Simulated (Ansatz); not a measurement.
# Ansatz 0.2.0, settings compared: SrCoS2

Input:

```yaml
crystal:
  lattice:
    - [4.541586, 0.0, 0.0]
    - [0.0, 8.875608, 0.0]
    - [-0.034064, 0.0, 4.538478]
  atoms:
    - { symbol: Sr, position: [0.75, 0.1976, 0.75] }
    - { symbol: Sr, position: [0.25, 0.8024, 0.25] }
    - { symbol: Co, position: [0.75, 0.5938, 0.75] }
    - { symbol: Co, position: [0.25, 0.4062, 0.25] }
    - { symbol: S, position: [0.75, 0.849, 0.75] }
    - { symbol: S, position: [0.25, 0.151, 0.25] }
    - { symbol: S, position: [0.75, 0.5, 0.25] }
    - { symbol: S, position: [0.25, 0.5, 0.75] }
  symmetry: { tolerance: 0.0003 }
kpoints:
  mp_grid: { grid: [4, 2, 4], shift: [0, 0, 0] }
magnetization:
  spin_polarized: false
scf:
  occupations: { method: fermi_dirac }
hamiltonian:
  pseudopotentials: { kind: paw }
  xc: r2scan
basis:
  ecutwfc: 500
output:
  forces: true
  stress: true
  eigenvalues: true
  write_density: true
  write_potential: true
  elf: true
  volumetric_format: npy
```

The command:

```bash
ansatz run input.yaml --threads 1 --pin off --max-ram 2560MiB --backend cpu --events-out ev --progress --plain --runs-dir out
```

Origin of the cell: a known structure type with other elements, at an estimated volume, so it need not be a known compound.

The smearing width isn't typed, so it takes its default of 0.1 eV.

Output of this run (shortened):

```
Pseudopotentials: kind: paw
Pseudopotential: Sr, paw, valence charge 10, recommended cutoff 500 eV (meta_gga), Sr.paw.azcp
Pseudopotential: Co, paw, valence charge 17, recommended cutoff 500 eV (meta_gga), Co.paw.azcp
Pseudopotential: S, paw, valence charge 6, recommended cutoff 500 eV (meta_gga), S.paw.azcp
Functional definition: r2SCAN
  exchange = r2scan_x(k0 = k0, k1 = k1, a1 = a1)
  correlation = r2scan_c
Crystal: 8 atoms, lattice volume = 182.943 Å³
Basis set: ecut = 500 eV, 4649 PW (Γ), exchange–correlation on 144×288×144 points (64 copies of the dense FFT grid, shifted against one another)
Bands: 47, of which v1, the nominal top of the filled ones, is band 39 counted from 1 (38 counted from 0)
Symmetry: 4 space group operations
[… 11 lines left out …]
Initial density: superposition of atomic densities (neutral atoms: chi_scale 0, normalization atom), corrected by the library's trained network
Functional: x = r2scan, c = r2scan; τ floored in thin density (d = 2e-4 eV/Å³)
SCF iter   1: F=—  HF=-21005.516466 eV  Δρ=1.21e-2  dr2=1.61e-1  dr2_τ=1.21e-1  defer=7
SCF iter   2: F=—  HF=-21005.737907 eV  Δρ=4.93e-3  dr2=3.23e-2  dr2_τ=3.26e-3  defer=16
SCF iter   3: F=—  HF=-21005.740192 eV  Δρ=3.59e-3  dr2=7.42e-3  dr2_τ=8.20e-4  defer=16
SCF iter   4: F=—  HF=-21005.738478 eV  Δρ=8.04e-4  dr2=8.39e-4  dr2_τ=3.06e-5  defer=16
SCF iter   5: F=—  HF=-21005.738453 eV  Δρ=1.74e-4  dr2=9.24e-5  dr2_τ=7.50e-6  defer=16
SCF iter   6: F=—  HF=-21005.738601 eV  Δρ=5.44e-5  dr2=8.43e-6  dr2_τ=5.09e-7  defer=16
SCF iter   7: F=—  HF=-21005.738600 eV  Δρ=1.58e-5  dr2=1.21e-6  dr2_τ=4.18e-8  defer=16
SCF iter   8: F=-21005.738599 eV  HF=-21005.738599 eV  Δρ=7.49e-6  dr2=7.45e-8  dr2_τ=4.79e-9
SCF 1 converged in 8 iterations: F = -21005.738599 eV  dr2 = 7.45e-8
SCF converged after 8 iterations
Free energy (F): -21005.738599 eV
Harris-Foulkes:  -21005.738599 eV  (|F-HF|=4.08e-8)
Internal energy: -21005.511529 eV  (E = F + TS)
E sigma→0 (E₀):  -21005.625064 eV
Entropy (-TS):   -0.227070 eV (-28.384 meV/atom)
Fermi energy:    7.718397 eV
--- Per-component energies (eV) ---
  E_band       = -1078.701758
  E_kinetic    = 1810.085608
  E_local      = -12546.036358  (includes V_loc(G=0)·N_el)
  E_nonlocal   = 1441.778856
  E_hartree    = 5231.668104
  E_xc         = -1002.717072
  E_vxc        = -1183.167685  (∫ρ·V_xc dr)
  E_paw        = -10923.446688  (= ΣΔE_a)
  E_vpaw       = -1130.016224  (= ΣTr[D̂ρ^β])
  E_aug_tail   = 0.000074  (compensation charges beyond the density's cutoff)
  E_vtau       = 65.346810  (kinetic-family band-sum trace: ∫τ·v_τ [+ j·A + Jᵃ·Aᵃ] dr)
  E_ewald      = -5015.522501
  E_core_change = -1.321552  (= ΣΔE_core)
  E_smearing   = -0.227070  (= −TS)
  Σ components = -21005.738599   (vs F -21005.738599, Δ=0.00e0)
--- Forces (eV/Å), atoms counted from 1 ---
  atom   1  Sr     0.000000    -0.105817     0.000000
[… 2 lines left out …]
  atom   4  Co    -0.000000     0.663933    -0.000000
  atom   5  S      0.000000    -0.293917     0.000000
  atom   6  S     -0.000000     0.293917    -0.000000
  atom   7  S      0.000000    -0.002657     0.000000
  atom   8  S     -0.000000     0.002657    -0.000000
  max |Σ_I F_I| component: 4.34e-19 eV/Å
--- Stress (GPa, compression-positive) ---
      -11.513976       0.000000       0.270379
        0.000000      -6.136216       0.000000
        0.270379       0.000000     -11.488639
  P = ⅓ Tr σ = -9.7129 GPa (-97.129 kbar)
```

The same input was run again with these changes:

1. `basis.xc_grid` default → 2; `basis.ecutrho_ratio` default → 8
2. `scf.convergence.dr2_threshold` default → 1.0e-08
3. `scf.n_extra_bands` default → 16
4. `basis.ENCUT` default → 0.3; `scf.max_iter` default → 80

```json
{"run": "base", "end": "converged", "SCF iterations": "8", "P (GPa)": "-9.71", "max force component (eV/Å)": "0.664", "gap on mesh (eV)": "none", "moment (μB)": "–", "ΔE(σ→0) (meV/atom)": "0"}
{"run": "1", "end": "converged", "SCF iterations": "8", "P (GPa)": "-9.71", "max force component (eV/Å)": "0.664", "gap on mesh (eV)": "none", "moment (μB)": "–", "ΔE(σ→0) (meV/atom)": "0.00"}
{"run": "2", "end": "converged", "SCF iterations": "9", "P (GPa)": "-9.71", "max force component (eV/Å)": "0.664", "gap on mesh (eV)": "none", "moment (μB)": "–", "ΔE(σ→0) (meV/atom)": "0.00"}
{"run": "3", "end": "converged", "SCF iterations": "8", "P (GPa)": "-9.71", "max force component (eV/Å)": "0.664", "gap on mesh (eV)": "none", "moment (μB)": "–", "ΔE(σ→0) (meV/atom)": "0.00"}
{"run": "4", "end": "input refused", "SCF iterations": "0", "P (GPa)": "–", "max force component (eV/Å)": "–", "gap on mesh (eV)": "–", "moment (μB)": "–", "ΔE(σ→0) (meV/atom)": "–"}
```

Energies are compared only where functional, datasets, charge and starting cell are the same.

Caveats of the base run: no spin polarisation, so a magnetic state may lie lower; the k mesh is coarse if the cell is a metal.

Time of the base run: 18 s on 1 thread of Intel(R) Xeon(R) 6975P-C (Granite Rapids), with other jobs on the host, peak memory 0.96 GiB, from the program's own first density.
